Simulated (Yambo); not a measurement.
Material: Cs2NaYF6 (space group Fm-3m, No. 225); a = 6.506 Å, b = 6.506 Å, c = 6.506 Å, α = 60.00°, β = 60.00°, γ = 60.00° (10 atoms in the cell). The geometry is that of Materials Project entry mp-13925, symmetrised and not relaxed again.

With PBEsol (Quantum ESPRESSO, PseudoDojo norm-conserving, 88 Ry, without SOC), the gap between the mesh's edge points (Γ → Γ) is 6.726 eV.

Question: Estimate the G0W0 gap between the same points from Yambo (2×2×2 Γ-centred k mesh, bands 2 to 286 and a 7 Ry block in the screening, 286 bands in G with the Bruneval-Gonze terminator, plasmon pole fitted at 27.2 eV).

Answer: The correction is 3.377 eV, giving 10.103 eV, 1.5 times the PBEsol value.  Convergence of the G0W0 settings was not tested. The k mesh is coarse.
